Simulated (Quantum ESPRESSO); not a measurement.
## Zr2WO6F2 (finding a planted mistake in a log)

A calculation, not a measurement. The program is pw.x of Quantum ESPRESSO 7.5 (plane-wave density functional theory). The cell is made up: 11 atoms on a rutile lattice with one site empty, with randomly drawn elements, strain and displacements, not relaxed. PseudoDojo standard norm-conserving files (v0.5 for PBE, v0.4.1 for LDA and PBEsol) set the functional; there is no spin polarisation, spin-orbit coupling or dispersion term, and the masses in the input are unused placeholders.

Intended input:

```
&control calculation='scf', pseudo_dir='./dojo.nc.sr.pbe.v0_5.standard.upf', outdir='./o', disk_io='low', tprnfor=.true., tstress=.true. /
&system ibrav=0, nat=11, ntyp=4, nbnd=50, ecutwfc=84.00895049, nosym=.true., tot_charge=0,
 occupations='smearing', smearing='fd', degauss=0.0018374661
/
&electrons conv_thr=7.350e-09, electron_maxstep=60, /
ATOMIC_SPECIES
F 1.0 F.upf
O 1.0 O.upf
W 1.0 W.upf
Zr 1.0 Zr.upf
CELL_PARAMETERS angstrom
4.9549 0.0359 -0.0024
0.0359 4.795 0.0278
-0.0032 0.0368 6.4135
ATOMIC_POSITIONS angstrom
Zr -0.0118 0.0713 0.0004
W 2.5357 2.411 1.598
Zr 0.0114 -0.0039 3.2126
O 1.5562 1.4727 -0.0535
F 3.4226 3.306 0.0473
F 3.962 0.9606 1.6159
O 1.021 3.8193 1.5639
O 1.5291 1.5084 3.2235
O 3.4878 3.38 3.2436
O 3.9478 0.952 4.8071
O 1.0027 3.8614 4.7499
K_POINTS automatic
5 5 4 1 1 1
```

The log is shortened where brackets say so; the opening notice, blank lines, dates and the lines on written files are dropped, and the path of the files is cut. It prints rydbergs, bohrs and kilobars, and counts compression as positive stress. Where no state is partly filled, the Fermi energy that it prints is only some level between the filled and the empty states on the mesh, and need not lie in the true gap.

Log of the intended run:

```
     Program PWSCF v.7.5
     Parallel version (MPI & OpenMP), running on       4 processor cores
     Number of MPI processes:                 4
     Threads/MPI process:                     1
     [start-up lines left out]
     bravais-lattice index     =            0
     lattice parameter (alat)  =       9.3637  a.u.
     unit-cell volume          =    1028.1988 (a.u.)^3
     number of atoms/cell      =           11
     number of atomic types    =            4
     number of electrons       =        88.00
     number of Kohn-Sham states=           50
     kinetic-energy cutoff     =      84.0090  Ry
     charge density cutoff     =     336.0358  Ry
     scf convergence threshold =      7.3E-09
     mixing beta               =       0.7000
     number of iterations used =            8  plain     mixing
     Exchange-correlation= PBE
                           (   1   4   3   4   0   0   0)
     [axes and pseudopotential details left out]
   Cartesian axes
     site n.     atom                  positions (alat units)
         1        Zr     tau(   1) = (  -0.0023814   0.0143894   0.0000807  )
         2        W      tau(   2) = (   0.5117425   0.4865762   0.3225005  )
         3        Zr     tau(   3) = (   0.0023007  -0.0007871   0.6483512  )
         4        O      tau(   4) = (   0.3140647   0.2972131  -0.0107971  )
         5        F      tau(   5) = (   0.6907324   0.6672007   0.0095459  )
         6        F      tau(   6) = (   0.7995914   0.1938636   0.3261130  )
         7        O      tau(   7) = (   0.2060532   0.7707924   0.3156186  )
         8        O      tau(   8) = (   0.3085955   0.3044179   0.6505510  )
         9        O      tau(   9) = (   0.7038907   0.6821350   0.6546075  )
        10        O      tau(  10) = (   0.7967256   0.1921280   0.9701454  )
        11        O      tau(  11) = (   0.2023600   0.7792888   0.9586015  )
     number of k points=    50  Fermi-Dirac smearing, width (Ry)=  0.0018
                       cart. coord. in units 2pi/alat
        k(    1) = (   0.0993099   0.1020371   0.0960383), wk =   0.0400000
        k(    2) = (   0.0994115   0.1009165   0.2891932), wk =   0.0400000
     [further k points left out]
     Dense  grid:   106991 G-vectors     FFT dimensions: (  60,  54,  72)
     Estimated max dynamical RAM per process >     303.70 MB
     Estimated total dynamical RAM >       1.11 GB
     Initial potential from superposition of free atoms
     starting charge      87.9947, renormalised to      88.0000
     Starting wfcs are   62 randomized atomic wfcs
     total cpu time spent up to now is        4.3 secs
     per-process dynamical memory:   229.0 Mb
     Self-consistent Calculation
     iteration #  1     ecut=    84.01 Ry     beta= 0.70
     Davidson diagonalization with overlap
     ethr =  1.00E-02,  avg # of iterations =  2.0
     total cpu time spent up to now is       11.0 secs
     total energy              =    -647.81095017 Ry
     estimated scf accuracy    <       6.61396303 Ry
     iteration #  2     ecut=    84.01 Ry     beta= 0.70
     Davidson diagonalization with overlap
     ethr =  7.52E-03,  avg # of iterations =  6.0
     total cpu time spent up to now is       23.0 secs
     total energy              =    -642.83495768 Ry
     estimated scf accuracy    <      82.94903504 Ry
     [iterations 3 to 16 left out]
     iteration # 17     ecut=    84.01 Ry     beta= 0.70
     Davidson diagonalization with overlap
     ethr =  3.68E-10,  avg # of iterations =  2.1
     total cpu time spent up to now is      145.3 secs
     total energy              =    -651.79133223 Ry
     estimated scf accuracy    <       0.00000006 Ry
     iteration # 18     ecut=    84.01 Ry     beta= 0.70
     Davidson diagonalization with overlap
     ethr =  6.55E-11,  avg # of iterations =  4.1
     total cpu time spent up to now is      153.8 secs
     End of self-consistent calculation
     [lines on levels left out]
     the Fermi energy is     7.3696 ev
!    total energy              =    -651.79133224 Ry
     estimated scf accuracy    <          4.2E-09 Ry
     smearing contrib. (-TS)   =      -0.00000000 Ry
     internal energy E=F+TS    =    -651.79133224 Ry
     The total energy is F=E-TS. E is the sum of the following terms:
     one-electron contribution =    -240.25587618 Ry
     hartree contribution      =     160.28118943 Ry
     xc contribution           =    -144.53260619 Ry
     ewald contribution        =    -427.28403930 Ry
     convergence has been achieved in  18 iterations
     Forces acting on atoms (cartesian axes, Ry/au):
     atom    1 type  4   force =     0.10184241   -0.00429436   -0.32285520
     atom    2 type  3   force =    -0.27677645    0.05069427    0.19361671
     atom    3 type  4   force =     0.06542827   -0.05620118    0.29131189
     atom    4 type  2   force =     0.03766410    0.02632238    0.17346184
     atom    5 type  1   force =     0.01349643    0.00040702    0.04565213
     atom    6 type  1   force =    -0.04556535    0.04676201   -0.01805904
     atom    7 type  2   force =     0.08116352   -0.06870344   -0.00469824
     atom    8 type  2   force =     0.07797658    0.05170319   -0.20710510
     atom    9 type  2   force =    -0.04965771   -0.06587868   -0.20424549
     atom   10 type  2   force =     0.06400846   -0.04604280    0.02618069
     atom   11 type  2   force =    -0.06958025    0.06523158    0.02673981
     Total force =     0.700613     Total SCF correction =     0.000190
     Computing stress (Cartesian axis) and pressure
          total   stress  (Ry/bohr**3)                   (kbar)     P=     -110.49
  -0.00055588  -0.00032582  -0.00015006          -81.77      -47.93      -22.08
  -0.00032582  -0.00023031  -0.00027127          -47.93      -33.88      -39.91
  -0.00015006  -0.00027127  -0.00146709          -22.08      -39.91     -215.82
     init_run     :      4.10s CPU      4.25s WALL (       1 calls)
     electrons    :    149.18s CPU    149.53s WALL (       1 calls)
     forces       :      1.67s CPU      1.68s WALL (       1 calls)
     stress       :      6.01s CPU      6.13s WALL (       1 calls)
     [timing details left out]
     PWSCF        :   2m41.10s CPU   2m41.77s WALL
     JOB DONE.
```

A second run was made from an input with one planted mistake. Its log:

```
     Program PWSCF v.7.5
     Parallel version (MPI & OpenMP), running on       4 processor cores
     Number of MPI processes:                 4
     Threads/MPI process:                     1
     [start-up lines left out]
     bravais-lattice index     =            0
     lattice parameter (alat)  =       9.3637  a.u.
     unit-cell volume          =    1028.1988 (a.u.)^3
     number of atoms/cell      =           11
     number of atomic types    =            4
     number of electrons       =        88.00
     number of Kohn-Sham states=           50
     kinetic-energy cutoff     =      84.0090  Ry
     charge density cutoff     =     336.0358  Ry
     scf convergence threshold =      4.4E-03
     mixing beta               =       0.7000
     number of iterations used =            8  plain     mixing
     Exchange-correlation= PBE
                           (   1   4   3   4   0   0   0)
     [axes and pseudopotential details left out]
   Cartesian axes
     site n.     atom                  positions (alat units)
         1        Zr     tau(   1) = (  -0.0023814   0.0143894   0.0000807  )
         2        W      tau(   2) = (   0.5117425   0.4865762   0.3225005  )
         3        Zr     tau(   3) = (   0.0023007  -0.0007871   0.6483512  )
         4        O      tau(   4) = (   0.3140647   0.2972131  -0.0107971  )
         5        F      tau(   5) = (   0.6907324   0.6672007   0.0095459  )
         6        F      tau(   6) = (   0.7995914   0.1938636   0.3261130  )
         7        O      tau(   7) = (   0.2060532   0.7707924   0.3156186  )
         8        O      tau(   8) = (   0.3085955   0.3044179   0.6505510  )
         9        O      tau(   9) = (   0.7038907   0.6821350   0.6546075  )
        10        O      tau(  10) = (   0.7967256   0.1921280   0.9701454  )
        11        O      tau(  11) = (   0.2023600   0.7792888   0.9586015  )
     number of k points=    50  Fermi-Dirac smearing, width (Ry)=  0.0018
                       cart. coord. in units 2pi/alat
        k(    1) = (   0.0993099   0.1020371   0.0960383), wk =   0.0400000
        k(    2) = (   0.0994115   0.1009165   0.2891932), wk =   0.0400000
     [further k points left out]
     Dense  grid:   106991 G-vectors     FFT dimensions: (  60,  54,  72)
     Estimated max dynamical RAM per process >     303.70 MB
     Estimated total dynamical RAM >       1.11 GB
     Initial potential from superposition of free atoms
     starting charge      87.9947, renormalised to      88.0000
     Starting wfcs are   62 randomized atomic wfcs
     total cpu time spent up to now is        4.7 secs
     per-process dynamical memory:   236.9 Mb
     Self-consistent Calculation
     iteration #  1     ecut=    84.01 Ry     beta= 0.70
     Davidson diagonalization with overlap
     ethr =  1.00E-02,  avg # of iterations =  2.0
     total cpu time spent up to now is       11.6 secs
     total energy              =    -647.81095017 Ry
     estimated scf accuracy    <       6.61396303 Ry
     iteration #  2     ecut=    84.01 Ry     beta= 0.70
     Davidson diagonalization with overlap
     ethr =  7.52E-03,  avg # of iterations =  6.0
     total cpu time spent up to now is       23.9 secs
     total energy              =    -642.83495768 Ry
     estimated scf accuracy    <      82.94903504 Ry
     [iterations 3 to 7 left out]
     iteration #  8     ecut=    84.01 Ry     beta= 0.70
     Davidson diagonalization with overlap
     ethr =  4.41E-05,  avg # of iterations =  9.6
     total cpu time spent up to now is       76.1 secs
     total energy              =    -651.78939901 Ry
     estimated scf accuracy    <       0.01266422 Ry
     iteration #  9     ecut=    84.01 Ry     beta= 0.70
     Davidson diagonalization with overlap
     ethr =  1.44E-05,  avg # of iterations =  5.9
     total cpu time spent up to now is       85.2 secs
     End of self-consistent calculation
     [lines on levels left out]
     the Fermi energy is     7.4147 ev
!    total energy              =    -651.78858263 Ry
     estimated scf accuracy    <       0.00378950 Ry
     smearing contrib. (-TS)   =      -0.00000001 Ry
     internal energy E=F+TS    =    -651.78858262 Ry
     The total energy is F=E-TS. E is the sum of the following terms:
     one-electron contribution =    -240.28147899 Ry
     hartree contribution      =     160.28985339 Ry
     xc contribution           =    -144.51291773 Ry
     ewald contribution        =    -427.28403930 Ry
     convergence has been achieved in   9 iterations
     Forces acting on atoms (cartesian axes, Ry/au):
     atom    1 type  4   force =     0.10423610   -0.00266481   -0.32825332
     atom    2 type  3   force =    -0.27800584    0.05044546    0.19705432
     atom    3 type  4   force =     0.06549234   -0.05695260    0.29310569
     atom    4 type  2   force =     0.03326635    0.02302103    0.17212926
     atom    5 type  1   force =     0.01339725    0.00047082    0.04504709
     atom    6 type  1   force =    -0.04628981    0.04798101   -0.01937448
     atom    7 type  2   force =     0.08018752   -0.06763735   -0.00745552
     atom    8 type  2   force =     0.07763275    0.05200392   -0.20717925
     atom    9 type  2   force =    -0.04729216   -0.06313142   -0.20487861
     atom   10 type  2   force =     0.06426375   -0.04614253    0.02964935
     atom   11 type  2   force =    -0.06688826    0.06260647    0.03015548
     Total force =     0.704540     Total SCF correction =     0.177992
     SCF correction compared to forces is large: reduce conv_thr to get better values
     Computing stress (Cartesian axis) and pressure
          total   stress  (Ry/bohr**3)                   (kbar)     P=     -110.42
  -0.00057150  -0.00038044  -0.00014178          -84.07      -55.96      -20.86
  -0.00038044  -0.00024204  -0.00027121          -55.96      -35.61      -39.90
  -0.00014178  -0.00027121  -0.00143840          -20.86      -39.90     -211.60
     init_run     :      4.46s CPU      4.60s WALL (       1 calls)
     electrons    :     80.32s CPU     80.59s WALL (       1 calls)
     forces       :      1.64s CPU      1.66s WALL (       1 calls)
     stress       :      5.16s CPU      5.28s WALL (       1 calls)
     [timing details left out]
     PWSCF        :   1m31.68s CPU   1m32.29s WALL
     JOB DONE.
```

Question: what was wrong in the second input?

Answer: the self-consistency threshold is too loose. The input lines that differ, file-writing options aside:

```
- &electrons conv_thr=7.350e-09, electron_maxstep=60, /
+ &electrons conv_thr=4.410e-03, electron_maxstep=60, /
```

```
                                            intended run  run with the mistake
                          free energy (eV)     -8868.073             -8868.035
                    smearing term -TS (eV)        0.0000                0.0000
                            pressure (GPa)        -11.05                -11.04
            largest force component (eV/Å)         8.301                 8.440
largest change of a force component (eV/Å)                               0.139
                                iterations            18                     9
```

For scale, a rerun of the intended cell at 1467 eV and a 7 x 7 x 6 mesh moved values by no more than 0.005 eV in energy, 0.02 GPa in stress and 0.003 eV/Å in force.